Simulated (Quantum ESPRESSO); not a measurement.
# Planted mistakes on one cell of Ga7AlP8

Calculated results; nothing here was measured. They come from pw.x of Quantum ESPRESSO 7.5, a plane-wave density functional program, with PseudoDojo standard norm-conserving files (v0.5 for PBE, v0.4.1 for LDA and PBEsol). The cells are made up: elements, strain and atom displacements were drawn at random, and nothing was relaxed. There is no spin polarisation, spin-orbit coupling or dispersion term.

The cell has 16 sites of a zincblende or diamond lattice (two cubes along c). Sites 1 to 8 hold Ga Ga Ga Ga Ga Al Ga Ga; sites 9 to 16 hold P P P P P P P P. Cell vectors in Å: (5.466, 0.030, 0.068); (0.030, 5.449, 0.001); (0.137, 0.002, 10.975). Settings: PBE, cutoff 1088 eV, 4 x 4 x 2 k mesh shifted by half a step, Fermi-Dirac smearing of 0.025 eV.

The intended run has a self-consistency threshold of 1e-07 eV, a smearing term of 0.000 eV, a pressure of 2.58 GPa and 13 iterations. Each further run changes one thing: all lengths scaled by 1.0053; atoms of sites 2 and 6 exchanged; cutoff 570 eV; files of LDA; k mesh 1 x 1 x 1; one electron added; threshold 0.9 eV. A coarse mesh keeps the shift, and a charged cell sits in a uniform background.

| run | change of free energy (eV) | smearing term -TS (eV) | change of P (GPa) | largest change of a force component (eV/Å) | iterations |
| --- | --- | --- | --- | --- | --- |
| A | 8.887 | -0.011 | 6.12 | 0.246 | 13 |
| B | -0.063 | 0.000 | -1.34 | 0.072 | 13 |
| C | 0.180 | 0.000 | 0.49 | 1.412 | 4 |
| D | 0.002 | 0.000 | -0.02 | 0.079 | 13 |
| E | 13.234 | 0.000 | -5.22 | 0.161 | 13 |
| F | 178.677 | 0.000 | -381.21 | 0.086 | 13 |
| G | 5.051 | 0.000 | 2.17 | 0.232 | 13 |

A rerun of the intended cell at 1377 eV and k mesh 6 x 6 x 4 moved values by no more than 0.019 eV in the cell's energy, 0.03 GPa in stress and 0.002 eV/Å in force.

Question: which change belongs to which run?

## Worked reading

Run C has the fewest iterations, as a run stopped early does. Run F has a higher energy and the largest fall in pressure, as too small a basis gives. Run B changes the volume by a factor of 1.0160; minus its pressure change over the logarithm of that factor, 84 GPa, is a rough bulk modulus with clamped atoms. Energies from files of another functional, or of a charged cell, have another zero and say nothing on stability; the pressure of a charged cell rests on the program's zero of potential too.

## Key

```
run                            change
  A                one electron added
  B      all lengths scaled by 1.0053
  C                  threshold 0.9 eV
  D  atoms of sites 2 and 6 exchanged
  E                      files of LDA
  F                     cutoff 570 eV
  G                  k mesh 1 x 1 x 1
```